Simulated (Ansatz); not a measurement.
Relaxed-ion elastic tensor of MoP in space group P-6m2 (No. 187; Mo on 1a, P on 1f) in GPa (Voigt order), plane-wave PAW LDA (Ansatz code); density 7.57 g/cm³, 13.92 Å³ per atom.

```json
[
 {"": "1", "1": "377", "2": "138", "3": "174", "4": "0.0", "5": "0.0", "6": "0.0"},
 {"": "2", "1": "138", "2": "377", "3": "174", "4": "0.0", "5": "0.0", "6": "0.0"},
 {"": "3", "1": "174", "2": "174", "3": "533", "4": "0.0", "5": "0.0", "6": "0.0"},
 {"": "4", "1": "0.0", "2": "0.0", "3": "0.0", "4": "190", "5": "0.0", "6": "0.0"},
 {"": "5", "1": "0.0", "2": "0.0", "3": "0.0", "4": "0.0", "5": "190", "6": "0.0"},
 {"": "6", "1": "0.0", "2": "0.0", "3": "0.0", "4": "0.0", "5": "0.0", "6": "119"}
]
```

Problem. Is the crystal mechanically stable?

Solution. Yes: the smallest eigenvalue of C is 119 GPa.

Problem. Work out the Voigt, Reuss and Hill averages.

Solution. K_V = 251, K_R = 242, K_H = 246; G_V = 153, G_R = 146, G_H = 149 GPa.

Problem. Give Young's modulus, Poisson's ratio, Pugh's ratio and the universal anisotropy index.

Solution. E = 9KG/(3K + G) = 373 GPa; ν = 0.25; K/G = 1.65 (brittle by the Pugh limit of 1.75); A_U = 5G_V/G_R + K_V/K_R − 6 = 0.30.

Problem. Estimate the sound speeds and the Debye temperature.

Solution. v_l = √((K + 4G/3)/ρ) = 7670 m/s, v_t = √(G/ρ) = 4440 m/s, mean 4930 m/s; Θ = (h/k)(3n/4πV)^(1/3) v_m = 610 K.

Problem. Solve the Christoffel equation for the three sound speeds along x, y, z.

Solution. Eigenvalues of C_ijkl n_j n_l equal ρv². In km/s, slowest first: x 3.97, 5.00, 7.05; y 3.97, 5.00, 7.05; z 5.00, 5.00, 8.39.

Problem. How much does each axis shrink under pressure?

Solution. Linear compressibilities β_i = Σ_j S_ij (j = 1 to 3): x 1.7, y 1.7, z 0.78 per TPa.

The cell was relaxed with LDA under the symmetry of its start; of distortions, only those at the zone centre were tested. No spin polarisation was allowed. As this level gives no gap, shear constants depend on the k-mesh and smearing (Fermi–Dirac, 0.1 eV here).

Potentials: the later of the program's two PAW sets.
